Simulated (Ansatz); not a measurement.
**MgO: from a starting cell to a relaxed one**

The start is a generated trial cell of MgO in the cinnabar structure type. A full variable-cell relaxation at zero pressure is run with PBEsol (plane waves to 420 eV, PAW, scalar-relativistic; Ansatz, a quantum-chemistry and plane-wave program). The first steps use a coarse 8×8×3 k-mesh.

The start:
```yaml
crystal:
  lattice:
    - [3.22648, 0.00000, 0.00000]
    - [-1.61324, 2.79422, 0.00000]
    - [0.00000, 0.00000, 7.39172]
  atoms:
    - { symbol: Mg, position: [0.71980, 0.00000, 0.66667] }
    - { symbol: Mg, position: [0.00000, 0.71980, 0.33333] }
    - { symbol: Mg, position: [0.28020, 0.28020, 0.00000] }
    - { symbol: O, position: [0.48890, 0.00000, 0.16667] }
    - { symbol: O, position: [0.00000, 0.48890, 0.83333] }
    - { symbol: O, position: [0.51110, 0.51110, 0.50000] }
```

Question: What pressure does the first self-consistent step give?

Answer: +2.4 GPa (positive: the cell is compressed).

Question: Does the structure survive the relaxation? Give the final space group.

Answer: The space group goes from P3₂21 (No. 154) to Fm-3m (No. 225); the end is rock salt type, with 2 atoms in the primitive cell.

Question: By how much does the energy per atom fall from start to end?

Answer: 0.46 eV/atom.

Question: How does the volume per atom move from start to end?

Answer: -15.8 %, from 11.11 to 9.36 Å³/atom.

Question: How do the shortest distances between atoms change?

Answer: The closest pairs of elements (up to four, under 3.6 Å), start → end: Mg–O 1.84 → 2.11 Å; Mg–Mg 2.92 → 2.98 Å; O–O 2.95 → 2.98 Å.

Question: What band gap does the relaxed structure have at this level?

Answer: 4.62 eV, direct at Γ (no spin-orbit coupling).

Final values are on a 13×13×13 k-mesh of the relaxed cell. No spin polarisation in the result.

The run could not lose the symmetry of its start; a randomly shaken copy of 4 atoms returns to this structure.
